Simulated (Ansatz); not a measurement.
The relaxed structure here is a generated cell of CeO2: the first start was made by a random draw of sites in a space group, and the end was not matched to a known phase here, so it may be hypothetical. Known forms of CeO2 include space group No. 225.

The end point of a relaxation of CeO2. Space group P6₃mc (No. 186). Calculation: PBE (plane waves to 420 eV, PAW, scalar-relativistic; Ansatz, a first-principles code).

Space group P6₃mc (No. 186); a = b = 3.717 Å, c = 7.093 Å, α = β = 90.00°, γ = 120.00°

```json
[
 {"atom": "Ce", "site": "2b", "symmetry": "3m.", "x": "0.6667", "y": "0.3333", "z": "0.3155"},
 {"atom": "O", "site": "2b", "symmetry": "3m.", "x": "0.3333", "y": "0.6667", "z": "0.4515"},
 {"atom": "O", "site": "2a", "symmetry": "3m.", "x": "0.0000", "y": "0.0000", "z": "0.2141"}
]
```

Problem. Give the band gap at the level PBE.

Solution. 1.88 eV, direct within 0.03 eV (at 67 % of the way from Γ to M) (no spin-orbit coupling).

Problem. Give the smallest direct gap at the level PBE.

Solution. 1.89 eV at 67 % of the way from Γ to M.

No spin polarisation in the result. No Hubbard U is applied. The 4f state was not searched, so a lower electronic state may exist.

It was reached from a disturbed copy of a P4/mmm (No. 123) cell, against which it lies -0.299 eV/atom.
